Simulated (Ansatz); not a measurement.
SnTePbSe:
```yaml
crystal:
  lattice:
    - [2.18986, 1.26431, 7.14712]
    - [-2.18986, 1.26431, 7.14712]
    - [0.00000, -2.52863, 7.14712]
  atoms:
    - { symbol: Sn, position: [0.50618, 0.50618, 0.50618] }
    - { symbol: Te, position: [0.75244, 0.75244, 0.75244] }
    - { symbol: Pb, position: [0.99485, 0.99485, 0.99485] }
    - { symbol: Se, position: [0.24654, 0.24654, 0.24654] }
```

Relaxed with PBEsol. Independent-particle spectrum: no excitons, no local fields, no scissors shift; 0.1 eV broadening; ε₁ of the summed bands alone.

### Question
Tabulate the dielectric function from PBEsol (plane waves, PAW; program Ansatz).

### Answer


```tsv
E (eV)	ε₁ xx	ε₂ xx	ε₁ zz	ε₂ zz
0.0	46.77	0.00	46.44	0.00
0.4	41.85	6.00	41.44	7.32
0.8	48.54	11.48	46.12	11.99
1.2	49.42	28.12	47.44	26.50
1.6	39.44	62.47	42.01	59.89
2.0	-9.84	55.85	-9.00	54.51
2.4	-15.57	33.23	-14.28	33.75
2.8	-16.50	20.33	-16.37	22.12
3.2	-14.08	11.90	-14.69	12.73
3.6	-10.48	7.50	-11.09	7.67
4.0	-7.67	5.37	-8.01	5.17
4.4	-5.59	4.08	-5.85	3.85
4.8	-3.93	3.24	-4.01	3.03
5.2	-2.48	3.11	-2.54	2.62
5.6	-1.45	3.40	-0.96	3.24
6.0	-1.18	3.21	-0.61	3.17
6.4	-0.48	4.71	-1.85	6.14
6.8	-1.82	4.36	-0.77	3.80
7.2	-2.14	4.06	-2.13	4.70
7.6	-2.68	3.76	-2.87	3.84
8.0	-2.56	2.74	-2.87	2.75
8.4	-2.32	2.04	-2.27	1.92
8.8	-1.70	1.68	-1.74	1.75
9.2	-1.46	1.84	-1.55	1.78
9.6	-1.52	1.72	-1.50	1.58
10.0	-1.46	1.47	-1.39	1.44
10.4	-1.33	1.22	-1.30	1.26
10.8	-1.16	1.03	-1.16	1.02
11.2	-0.99	0.94	-0.98	0.92
11.6	-0.87	0.82	-0.86	0.83
12.0	-0.78	0.75	-0.77	0.74
```

### Question
From ε at 0.4 eV (xx: 41.85 + 6.00i), find n, k, the normal reflectivity and the absorption coefficient.

### Answer
n = 6.49, k = 0.463, R = 54 %, α = 2kE/ħc = 19000 cm⁻¹.

With all bands, ε∞ without local fields is 46.9 (xx = yy), 46.6 (zz).

Space group R3m. The workflow started from a Materials Project entry (that database holds measured and hypothetical structures alike); the Crystallography Open Database copy checked does not list it. Whether it is the stable phase at ambient conditions was not checked. The cell was relaxed with PBEsol under the symmetry of its start; its stability against distortions is not shown here. Spin–orbit coupling is left out wherever it is not named.

Potentials: the later of the program's two PAW sets.
